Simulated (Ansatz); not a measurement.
HgSe (zinc blende, F-43m) at seven volumes, PBEsol in the plane-wave PAW code Ansatz, scaled uniformly. One row is withheld.

```csv
V (Å³/atom),P (GPa)
26.239,6.16
27.104,3.73
27.969,1.70
28.834,0.00
29.699,-1.42
30.564,?
31.429,-3.58
```

Q: Fit the shown pressures and predict the withheld one.

A: P = (3/2)B₀(x^(7/2) − x^(5/2))[1 + (3/4)(B′ − 4)(x − 1)] with x = (V₀/V)^(2/3). Least squares on the six rows gives V₀ = 28.835 Å³/atom, B₀ = 51.6 GPa, B′ = 5.00. At V = 30.564, x = 0.9619 and P = -2.60 GPa. The run itself gave -2.59 GPa.

The cell was relaxed with PBEsol under the symmetry of its start. Scalar-relativistic: spin–orbit coupling is off unless named, which matters more the heavier the elements.

Potentials: the later of the program's two PAW sets.
